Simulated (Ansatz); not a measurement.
Mg:
```
Mg
1.0
    0.00000     4.12177     4.12177
    4.12177     0.00000     4.12177
    4.12177     4.12177     0.00000
Mg
6
Direct
  0.75000   0.75000   0.75000
  0.50000   0.50000   0.50000
  0.12500   0.62500   0.12500
  0.12500   0.12500   0.12500
  0.62500   0.12500   0.12500
  0.12500   0.12500   0.62500
```

Relaxed with PBEsol. Special points in fractions of this cell's reciprocal vectors: Γ (0.000, 0.000, 0.000); X (0.500, 0.000, 0.500); U (0.625, 0.250, 0.625); K (0.375, 0.375, 0.750); L (0.500, 0.500, 0.500); W (0.500, 0.250, 0.750).

Q: List the band energies nearest the Fermi level at these points for the program Ansatz at the PBEsol level (PAW).

A: In eV from the Fermi level; about four levels below and three above (degenerate sets whole), none deeper than 8.9 eV; points with the same levels are listed once.

| k | below | above |
|---|---|---|
| Γ | -0.28 -0.07 -0.07 -0.07 | 1.55 1.55 1.83 1.83 1.83 |
| X | -2.59 -2.59 -2.48 -2.48 | 3.17 3.17 3.30 3.30 |
| U | -4.14 -2.33 -2.21 -0.27 | 1.51 1.60 2.27 2.27 |
| L | -0.92 -0.92 -0.91 -0.91 -0.42 | 2.56 2.93 2.93 |
| W | -3.87 -3.87 -0.26 -0.26 | 0.39 0.39 3.62 3.62 |

Space group Fd-3m. The start of the workflow was typed in or built on a structure type; neither database checked (COD, Materials Project) lists it. It is not the phase usual at ambient conditions (space group No. 194). The cell was relaxed with PBEsol under the symmetry of its start; whether a distortion lowers the energy is not shown.

Potentials: the later of the program's two PAW sets.
